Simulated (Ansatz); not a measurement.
LiZn3: do energies and stresses tell the same story?

These are results of DFT r2SCAN, scalar-relativistic, plane waves, PAW (Ansatz 0.2.0), not measurements.

Plane waves to 500 eV, a k mesh through Γ of 12×12×12 on the computed 4-atom cell and Gaussian smearing (0.10 eV); no spin polarisation.

Relaxed cell: Fm-3m, a = 6.023 Å, b = 6.023 Å, c = 6.023 Å, α = 90.00°, β = 90.00°, γ = 90.00°, 4 atoms in the primitive cell. Whether it is the stable form of this composition wasn't checked.

Energies at zero smearing and pressures from the stress tensor, at volumes with shape and atoms relaxed:
| V (Å³/atom) | E − E(first) (meV/atom) | P (GPa) |
| --- | --- | --- |
| 12.839 | 0.00 | 5.05 |
| 13.249 | -9.27 | 2.31 |
| 13.659 | -12.14 | 0.02 |
| 14.068 | -9.69 | -1.90 |
| 14.478 | -2.71 | -3.51 |

Check P = −dE/dV between neighbouring volumes, and get the bulk modulus from the pressures alone.

With 1 eV/Å³ = 160.2 GPa:
| middle V (Å³/atom) | −ΔE/ΔV (GPa) | mean P (GPa) |
| --- | --- | --- |
| 13.044 | 3.624 | 3.677 |
| 13.454 | 1.122 | 1.164 |
| 13.863 | -0.957 | -0.936 |
| 14.273 | -2.729 | -2.703 |

The two differ by 0.05 GPa at most. The mean of two end pressures misses the average over a step by about ΔV² P″/12, up to 0.04 GPa here; with that taken off 0.01 GPa remains. Around V = 13.659 Å³/atom, the two neighbours give B = −V ΔP/ΔV = 13.659 × 4.20 / 0.820 = 70.0 GPa, against B0 = 69.5 GPa from the Birch–Murnaghan fit of the energies.

Cost: 6 runs of about 2.9 core-minutes in all, on Arm Neoverse V2 (shared hosts).